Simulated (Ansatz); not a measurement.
Problem. Each is relaxed and computed with the program Ansatz at the r²SCAN level (PAW). Which is the only one with a gap?
(A) BaAs2Ru2, I4/mmm (Ba on 2a, As on 4e, Ru on 4d)
(B) BaTiO3, P4mm (Ti on 1b, Ba on 1a, O on 1b, O on 2c)
(C) TiB2, P6/mmm (Ti on 1a, B on 2d)
(D) Ba2BiSb2, Immm (Bi on 2a, Ba on 4j, Sb on 4h)

Solution. B, BaTiO3, P4mm (Ti on 1b, Ba on 1a, O on 1b, O on 2c). BaTiO3: gap 2.23 eV (indirect); Ba2BiSb2: metal; TiB2: metal; BaAs2Ru2: metal. Standing as an ambient phase not checked: Ba2BiSb2, Immm (Bi on 2a, Ba on 4j, Sb on 4h); BaAs2Ru2, I4/mmm (Ba on 2a, As on 4e, Ru on 4d). All cells were relaxed under the symmetry of their starts (and spin orders); stability against distortions was not tested throughout. Rows with no word on spin ran without spin polarisation. Scalar-relativistic: spin–orbit coupling is off unless named, which matters more the heavier the elements.

Potentials: the later of the program's two PAW sets.
